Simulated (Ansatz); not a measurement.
A sound run on NaVS2 (R-3m), total moment held at 2.7 μB (Ansatz, DFT, LDA, all-electron LAPW, scalar-relativistic):

```yaml
crystal:
  lattice:
    - [1.7993010104, 1.0388269227, 6.4610546979]
    - [-1.7993010104, 1.0388269227, 6.4610546979]
    - [0.0, -2.0776538454, 6.4610546979]
  atoms:
    - { symbol: Na, position: [0.5, 0.5, 0.5] }
    - { symbol: V, position: [0.0, 0.0, 0.0], spin: 2.7 }
    - { symbol: S, position: [0.26437887, 0.26437887, 0.26437887] }
    - { symbol: S, position: [0.73562113, 0.73562113, 0.73562113] }
magnetization:
  spin_polarized: true
  initial_magnetization: 2.7
  spin_locking: { lock_magnetization: hard }
kpoints:
  mp_grid: { grid: [11, 11, 11] }
scf:
  occupations: { method: fermi_dirac, width: 0.03 }
  lower_state_search: "off"
hamiltonian:
  xc: lda
  pseudopotentials: { kind: all_electron, lapw: { basis_error: 0.001 } }
output:
  forces: true
  stress: true
  eigenvalues: false
```

It converged in 12 iterations. Site moments (μB): Na1 0.01, V2 2.15, S3 0.11, S4 0.11. Cell moment 2.70 μB. Pressure -4.90 GPa.

The input is then changed, output keys apart:

```diff
+  convergence: { dr2_threshold: 1.0e-09 }
```

Question: What does the program do with it?

Answer: The calculation finished and met its thresholds. Free energy -51844.4598 eV against -51844.4598 eV, cell moment 2.70 μB, pressure -4.90 GPa. The change did no harm here: the energy is that of the sound run to 1 meV per atom.
```
settings of this run that can trade accuracy for cost: output.eigenvalues: false. Do not mix this run's numbers with those of runs without the same settings; the input reference describes each key
LAPW: plane waves up to 7.917 Å⁻¹, error target 1.0e-3 eV per atom; small_component_spin mean_spin; Na in spheres of 1.355 Å, 9 of its electrons in bands, Dirac shells []; S in spheres of 1.115 Å, 14 of its electrons in bands, Dirac shells []; V in spheres of 1.355 Å, 13 of its electrons in bands, Dirac shells [] (how accurate: hamiltonian.pseudopotentials.lapw.basis_error, Limitations)
Engine: ansatz 0.2.0
Pseudopotentials: kind: all_electron
Pseudopotential: Na, LAPW, valence charge 9, lapw/all_electron/scalar/gaussian/Na, Koelling and Harmon's equation, gaussian nucleus
Pseudopotential: V, LAPW, valence charge 13, lapw/all_electron/scalar/gaussian/V, Koelling and Harmon's equation, gaussian nucleus
Pseudopotential: S, LAPW, valence charge 14, lapw/all_electron/scalar/gaussian/S, Koelling and Harmon's equation, gaussian nucleus
Functional definition: SPW92
  exchange = slater_x
  correlation = pw_c
Crystal: 4 atoms, lattice volume = 72.461 Å³
Basis set: ecut = 238.78365234085533 eV, 611 PW (Γ), FFT grids on a1−a3, a2−a3, a3, exchange–correlation at level 2
Bands: 32, of which v1, the nominal top of the filled ones, is band 25 counted from 1 (24 counted from 0)
Symmetry: 12 space group operations
Space group: R-3m (ITA 166), of the structure as read, at distance tolerance 4.2e-5 Å
Magnetic group: BNS 166.97 (UNI 1327), of the structure as read, at distance tolerance 4.2e-5 Å
k-points: 146 of 1331
Non-local potential: Na, projectors of the file, none
Non-local potential: V, projectors of the file, none
Non-local potential: S, projectors of the file, none
Initial density: superposition of atomic densities (chi_scale 0.1, normalization cell, long waves kept (reshape's long-wave potential 0.23 eV rms))
[...]
  E_band       = -2900.375815
  E_kinetic    = 52171.992636
  E_xc         = -2884.500207
  E_electrostatic = -101131.932889  (all electrons and nuclei)
  E_smearing   = -0.019325  (= −TS)
  E_closure    = 0.000000  (closes the sum)
  E_atoms      = -51820.765504  (free atoms, spherical and without spin; not in F)
  Σ components = -51844.459785   (vs F -51844.459785, Δ=0.00e0)
  Basis errors (estimates in eV, not in F): energy 3.4e-4 per atom: plane waves 3.0e-4 (1.7e-4 summed), levels above the bands 7.9e-79, relativity 2.3e-9, radial functions 3.8e-5, core shells 3.1e-8; eigenvalues (radial functions only) 3.7e-6; not estimated: angular momenta, meshes, grids; target (lapw.basis_error) 1.0e-3; muffin-tin radii Na 1.355 Å, S 1.115 Å, V 1.355 Å
--- Forces (eV/Å), atoms counted from 1 ---
  atom   1  Na    -0.00000000     0.00000000    -0.00000000
  atom   2  V     -0.00000000     0.00000000    -0.00000000
  atom   3  S      0.00000000     0.00000000     0.45270939
  atom   4  S     -0.00000000    -0.00000000    -0.45270939
  max |Σ_I F_I| component: 1.16e-18 eV/Å
--- Stress (GPa, compression-positive) ---
       -5.021341       0.000000      -0.000000
        0.000000      -5.021341      -0.000000
       -0.000000      -0.000000      -4.654701
  P = ⅓ Tr σ = -4.8991 GPa (-48.991 kbar)
settings of this run that can trade accuracy for cost: output.eigenvalues: false. Do not mix this run's numbers with those of runs without the same settings; the input reference describes each key
```
